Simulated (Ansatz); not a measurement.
Property card for Zn$_{3}$Se$_{2}$S

These are results of DFT PBE, scalar-relativistic, plane waves, PAW in Ansatz 0.2.0, not measurements.

Cutoff 420 eV; k points 10×10×10 on the computed 6-atom cell (Γ-centred); Gaussian smearing, width 0.02 eV; no spin polarisation.

The structure is relaxed at this level of theory with its symmetry kept, and needn't be the ground state of this composition.

```cif
data_structure
_symmetry_space_group_name_H-M 'P 1'
_symmetry_Int_Tables_number 1
_cell_length_a 8.9094
_cell_length_b 8.9094
_cell_length_c 8.9094
_cell_angle_alpha 154.150
_cell_angle_beta 154.150
_cell_angle_gamma 36.882
_cell_volume 134.26
loop_
_atom_site_label
_atom_site_type_symbol
_atom_site_fract_x
_atom_site_fract_y
_atom_site_fract_z
_atom_site_occupancy
Zn1 Zn 0.82750 0.82750 0.00000 1
Zn2 Zn 0.50000 0.50000 0.00000 1
Zn3 Zn 0.17250 0.17250 0.00000 1
Se1 Se 0.58621 0.08621 0.50000 1
Se2 Se 0.91379 0.41379 0.50000 1
S1 S 0.25000 0.75000 0.50000 1
```

Problem. Formation energy from the elements' standard states (uncorrected)?

Solution. -0.742 eV/atom.

Problem. Kohn–Sham band gap?

Solution. 1.36 eV.

Problem. Orbital (Löwdin) character of the top 1 eV of the valence band?

Solution. Se 4p 71 %, S 3p 18 %.

Problem. Orbital (Löwdin) character of the lowest 1 eV of the conduction band?

Solution. Zn 4s 56 %, Se 4s 13 %, Se 4p 13 %, S 3s 8 %.

Problem. Bader charge by site (e)?

Solution. Zn (2 in the cell) 0.82, Zn (1 in the cell) 0.75, Se (2 in the cell) -0.75, S (1 in the cell) -0.89.

The cell was found from a structure generator's guess, not taken from experiment. Kohn–Sham gaps at this level usually fall short of measured ones. Löwdin shares on free-atom orbitals overweight diffuse shells in the empty bands.
